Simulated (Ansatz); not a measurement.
TaAs in space group I4_1md (No. 109; Ta on 4a, As on 4a) at seven volumes, DFT-PBE in the program Ansatz with PAW potentials, shape and atoms relaxed at each. One row is withheld.

```csv
V (Å³/atom),P (GPa)
16.006,20.09
16.534,12.30
17.062,5.66
17.589,0.00
18.117,-4.82
18.645,-8.92
19.172,?
```

Q: Fit the shown pressures and predict the withheld one.

A: P = (3/2)B₀(x^(7/2) − x^(5/2))[1 + (3/4)(B′ − 4)(x − 1)] with x = (V₀/V)^(2/3). Least squares on the six rows gives V₀ = 17.590 Å³/atom, B₀ = 174 GPa, B′ = 4.31. At V = 19.172, x = 0.9442 and P = -12.45 GPa. The run itself gave -12.41 GPa.

The PBE relaxation kept the symmetry of its start. No spin polarisation was allowed. Scalar-relativistic: spin–orbit coupling is off unless named, which matters more the heavier the elements.

Potentials: the later of the program's two PAW sets.
